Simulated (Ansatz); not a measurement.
Consider the following.

NaCl:
```yaml
crystal:
  lattice:
    - [0.00000, 2.84776, 2.84776]
    - [2.84776, 0.00000, 2.84776]
    - [2.84776, 2.84776, 0.00000]
  atoms:
    - { symbol: Cl, position: [0.00000, 0.00000, 0.00000] }
    - { symbol: Na, position: [0.50000, 0.50000, 0.50000] }
```

This is the PBE-relaxed structure.

Q: All from plane-wave PAW PBE (Ansatz code), unless another level is named. Estimate the zero-point energy.

A: 25.1 meV/atom.

Q: What about the Hill bulk and shear moduli?

A: 23.7 and 14.3 GPa.

Q: What about the vibrational entropy at 300 K?

A: 37.4 J/(K·mol of atoms).

Space group Fm-3m (rock salt). Symmetry was held in the PBE relaxation; phonons on a q-mesh show no instability.

Potentials: the later of the program's two PAW sets.
